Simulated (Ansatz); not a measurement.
A structure of SiPbO3 relaxed with r2SCAN (plane waves to 500 eV, PAW, scalar-relativistic; Ansatz, a program for electronic structure); single points at other levels follow on the same geometry (Ansatz, PAW; HSE06 at 420 eV on a 6×6×6 k-mesh; no spin-orbit coupling). Space group Pm-3m (No. 221).

```
SiPbO3
1.0
    3.71023     0.00000     0.00000
    0.00000     3.71023     0.00000
    0.00000     0.00000     3.71023
Pb Si O
1 1 3
Direct
  0.50000   0.50000   0.50000
  0.00000   0.00000   0.00000
  0.00000   0.50000   0.00000
  0.50000   0.00000   0.00000
  0.00000   0.00000   0.50000
```

```csv
level,gap (eV),kind,conduction minimum
r2SCAN,2.19,indirect,Γ
HSE06,2.77,–,Γ
```

HSE06 gaps come from a coarse mesh plus a few chosen points, so they may be too large. No spin polarisation in the result.

The run could not lose the symmetry of its start.

The first start was generated by placing the elements on the sites of a structure type. Materials Project lists a structure of SiPbO3 in the same space group, Pm-3m (No. 221); the sites were not compared with it, nor with measured phases.
